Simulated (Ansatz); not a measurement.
**Calculated coordination and ¹⁷O quadrupole coupling for V2O5 under strain**

Cell: a diffraction structure from the COD, relaxed with PBE at fixed cell and then changed (z stretched by 3 %, ions relaxed).

```yaml
crystal:
  lattice:
    - [3.56400, 0.00000, 0.00000]
    - [0.00000, 11.51200, 0.00000]
    - [0.00000, 0.00000, 4.49904]
  atoms:
    - { symbol: V, position: [0.00000, 0.85157, 0.11291] }
    - { symbol: V, position: [0.00000, 0.14843, 0.11291] }
    - { symbol: V, position: [0.50000, 0.35157, 0.88709] }
    - { symbol: V, position: [0.50000, 0.64843, 0.88709] }
    - { symbol: O, position: [0.00000, 0.85555, 0.46463] }
    - { symbol: O, position: [0.00000, 0.14445, 0.46463] }
    - { symbol: O, position: [0.50000, 0.35555, 0.53537] }
    - { symbol: O, position: [0.50000, 0.64445, 0.53537] }
    - { symbol: O, position: [0.00000, 0.68111, 0.99327] }
    - { symbol: O, position: [0.00000, 0.31889, 0.99327] }
    - { symbol: O, position: [0.50000, 0.18111, 0.00673] }
    - { symbol: O, position: [0.50000, 0.81889, 0.00673] }
    - { symbol: O, position: [0.00000, 0.00000, 0.00144] }
    - { symbol: O, position: [0.50000, 0.50000, 0.99856] }
```

Atoms are numbered from 1 in the order listed; like atoms form one site, named after its first atom.

Computed with Ansatz: DFT, PBE, plane waves and PAW, scalar-relativistic, 420 eV cutoff, Γ-centred 7×2×6 k-points, Fermi–Dirac smearing 0.02 eV.

Q(¹⁷O) = -25.58 mb.

Problem. Order the O environments from the weakest to the strongest quadrupole coupling.
A. O5: 1 V at 1.58 Å
B. O13: 2 V at 1.78 Å, angle 147°
C. O9: 3 V at 1.88–2.03 Å

Solution. A (0.787 MHz, η = 0.65), C (3.06 MHz, η = 0.72), B (3.60 MHz, η = 0.02).

At O13 V_zz points along the bisector of its two bonds (within 1°). Like point charges on the first shell alone (each adding as 1/d³) would give another order (O9 < O5 < O13): the covalent part of each bond and the atoms beyond the first shell count as well.
